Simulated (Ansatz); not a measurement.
ZnO:
```
ZnO
1.0
    2.97688     0.00000     0.00000
   -1.48844     2.57806     0.00000
    0.00000     0.00000     5.12554
Zn O
2 2
Direct
  0.00000   0.00000   0.00000
  0.00000   0.00000   0.50000
  0.33333   0.66667   0.25000
  0.66667   0.33333   0.75000
```

Relaxed with r²SCAN. Independent-particle spectrum: no excitons, no local fields, no scissors shift; 0.1 eV broadening; ε₁ of the summed bands alone.

### Question
Tabulate the dielectric function from plane-wave PAW r²SCAN (Ansatz code).

### Answer


```csv
E (eV),ε₁ xx,ε₂ xx,ε₁ zz,ε₂ zz
0.0,4.51,0.00,4.66,0.00
0.5,4.53,0.00,4.68,0.00
1.0,4.61,0.00,4.74,0.00
1.5,4.78,0.02,4.86,0.00
2.0,4.99,0.10,5.04,0.01
2.5,5.44,0.17,5.35,0.02
3.0,5.62,1.13,6.13,0.17
3.5,5.32,1.50,6.22,1.26
4.0,5.17,1.72,6.03,1.78
4.5,5.10,1.90,5.89,2.18
5.0,5.14,2.10,5.81,2.53
5.5,5.37,2.42,5.88,2.88
6.0,6.39,3.76,6.60,3.47
6.5,3.92,4.78,6.26,7.63
7.0,3.52,4.57,1.72,6.51
7.5,1.47,4.17,0.73,4.46
8.0,1.77,2.95,0.91,3.05
8.5,1.69,2.25,1.46,2.09
9.0,2.69,1.95,2.36,1.77
9.5,3.42,2.85,3.62,2.37
10.0,2.27,3.58,3.19,3.47
10.5,2.01,2.79,3.08,3.44
11.0,2.31,2.71,2.42,5.73
11.5,2.31,2.99,0.88,3.97
12.0,2.25,3.25,1.58,3.48
```

### Question
From ε at 2.8 eV (xx: 5.76 + 0.84i), find n, k, the normal reflectivity and the absorption coefficient.

### Answer
n = 2.41, k = 0.175, R = 17 %, α = 2kE/ħc = 50000 cm⁻¹.

With all bands, ε∞ without local fields is 4.75 (xx = yy), 4.90 (zz).

Space group P6_3/mmc (NiAs type). The start of the workflow was typed in or built on a structure type; the Crystallography Open Database copy checked does not list it. It is not the phase usual at ambient conditions (space group No. 186). Symmetry was held in the r²SCAN relaxation; whether a distortion lowers the energy is not shown.

Potentials: the later of the program's two PAW sets.
